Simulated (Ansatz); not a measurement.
Here is an unrelaxed guess for BeFeCl4.

This is a two-dimensional sheet: the third axis spans vacuum and isn't periodic.

```
CELL_PARAMETERS angstrom
4.81593 -4.81593 0.00000
4.81593 4.81593 0.00000
0.00000 0.00000 15.00000
ATOMIC_POSITIONS crystal
Be 0.00000 0.00000 0.49903
Fe 0.50000 0.50000 0.49903
Cl 0.75000 0.25000 0.50097
Cl 0.25000 0.75000 0.50097
Cl 0.25000 0.25000 0.50097
Cl 0.75000 0.75000 0.50097
```

Theory: Ansatz 0.2.0, DFT PBE, scalar-relativistic, plane waves, PAW. Plane waves to 420 eV, a k mesh through Γ of 4×4×1 on the computed 6-atom cell and Gaussian smearing (0.10 eV); collinear spin from starting moments 0.0 4.0 0.0 0.0 0.0 0.0 μB.

The zero of energy is the elements' standard structures at the same level (Cl₂ as a molecule); no fitted shifts are applied.

Q: What does a single point on this coarse mesh give?

A: The largest force is 0.88 eV/Å, and the energy is −0.46 eV/atom against the elements. The shortest distance is 2.41 Å.

Q: Is it a good guess?

A: A fair one: relaxing gains about 0.16 eV/atom in 10 ionic steps and ends at −0.621 eV/atom on the finer mesh. The symmetry goes from p4mm (No. 55) to p4/mmm (No. 61). The area per atom shrinks by 13.5 %, from 7.7 to 6.7 Å². The shortest distance goes from 2.41 Å (Be–Cl and Fe–Cl) to 2.14 Å (Be–Cl). In-plane cell: a = 6.335 Å, b = 6.335 Å, γ = 90.0°, thickness 0.00 Å between the outermost nuclei. Be at height 0.00 Å has 4 Cl at 2.14 Å; Fe at height 0.00 Å has 4 Cl at 2.34 Å; Cl at height 0.00 Å has 1 Be at 2.14 Å and 1 Fe at 2.34 Å.

The last run used collinear spin, a 6×6×1 mesh for its 6-atom cell and Gaussian smearing of 0.02 eV. No Hubbard U is applied to the 3d shell of Fe. The magnetic state reached may not be the lowest. The relaxation can't lower the symmetry of the start, and the grade says only how near the guess is to its own end. A structure relaxed within its symmetry needn't be a true minimum.
